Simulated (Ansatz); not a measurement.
# InGa₂P₃: rattling a relaxed structure

The structure comes from a generated guess, relaxed at this level; another structure or a mixture of phases may lie lower.

These are results of Ansatz, DFT PBE, scalar-relativistic, plane waves, PAW, not measurements. Settings: cutoff 420 eV, Γ-centred mesh 12×12×4 on the computed 6-atom cell, Gaussian smearing of 0.02 eV; no spin polarisation.

The cell below (6 atoms, space group P3m1 (No. 156)) is relaxed within its symmetry.

```
In Ga P
1.0
     3.99752    0.00000    0.00000
    -1.99876    3.46195    0.00000
     0.00000    0.00000    9.83968
In Ga P
1 2 3
Direct
  0.33333 0.66667 0.66505
  0.00000 0.00000 0.00650
  0.66667 0.33333 0.32617
  0.00000 0.00000 0.76516
  0.33333 0.66667 0.40361
  0.66667 0.33333 0.08350
```

For the test a repeat of it with 12 atoms (edges 4.00, 4.00, 19.68 Å) was strained at random (σ = 1.5 % a component), the atoms were moved at random (σ = 0.10 Å), and all was relaxed again on a coarse 6×6×1 mesh (in the run’s order of axes) with 0.10 eV smearing, with no symmetry imposed.

Task: Does it come back?

Result: It returns, within 1 meV/atom of the unmoved cell on that mesh and with the same symmetry when read at 0.1 Å (Cm at 0.01 Å, so small strains and shifts remain). No instability shows in this cell; modes of other wave vectors, which need another repeat, aren't tested.
